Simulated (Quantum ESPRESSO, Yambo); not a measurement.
## G0W0 results for CuI

```xyz
4
Lattice="4.0154 0.0000 0.0000 0.0000 4.0154 0.0000 0.0000 0.0000 6.2140" Properties=species:S:1:pos:R:3 pbc="T T T"
Cu     2.0077     2.0077     0.0000
Cu     0.0000     0.0000     0.0000
I      2.0077     0.0000     1.7163
I      0.0000     2.0077     4.4977
```

Cell and atoms were relaxed with PBE+D3(BJ) from Materials Project entry mp-22863, within its symmetry.

Starting point: norm-conserving PBEsol (Quantum ESPRESSO, 92 Ry, scalar-relativistic). G0W0 in Yambo: 4×4×2 Γ-centred k mesh, bands 9 to 208 and a 8 Ry block in the screening, 208 bands in G with the Bruneval-Gonze terminator, plasmon pole fitted at 27.2 eV.

```json
{
  "PBEsol gap along the band path": "1.39 eV",
  "PBEsol gap between the mesh's edge points (Γ → Γ)": "1.39 eV",
  "G0W0 gap between the same points": "2.37 eV"
}
```

```csv
k point,band,E PBEsol (eV),E QP (eV),shift (eV),Z
Γ,VB,0.00,-0.64,-0.64,0.77
Γ,CB,1.39,1.73,0.34,0.82
Z,VB,-0.53,-1.19,-0.67,0.76
Z,CB,3.36,3.86,0.50,0.80
X,VB,-0.59,-1.26,-0.67,0.76
X,CB,3.73,4.20,0.47,0.80
R,VB,-0.54,-1.21,-0.66,0.76
R,CB,1.97,2.31,0.34,0.81
M,VB,-1.22,-1.84,-0.62,0.72
M,CB,2.24,2.57,0.33,0.80
A,VB,-1.07,-1.68,-0.61,0.72
A,CB,4.05,4.36,0.31,0.80
```

Energies count from the PBEsol valence-band maximum.

Nearest settings tried, and what they do to the gap: 134 bands in W, 134 bands in G: +34 meV; 7 Ry block (221 vectors against 263): +0 meV; 2×2×2 mesh: -120 meV. So the settings aren't converged at that level.

Spin-orbit coupling is left out, which matters for elements this heavy: edges can move by tenths of an eV. The filled Cu 3d shell has no Hubbard U; semilocal functionals place it too high.

This is not the ordinary phase of the substance; no match was found in the copy of COD used, and its stability was not checked.
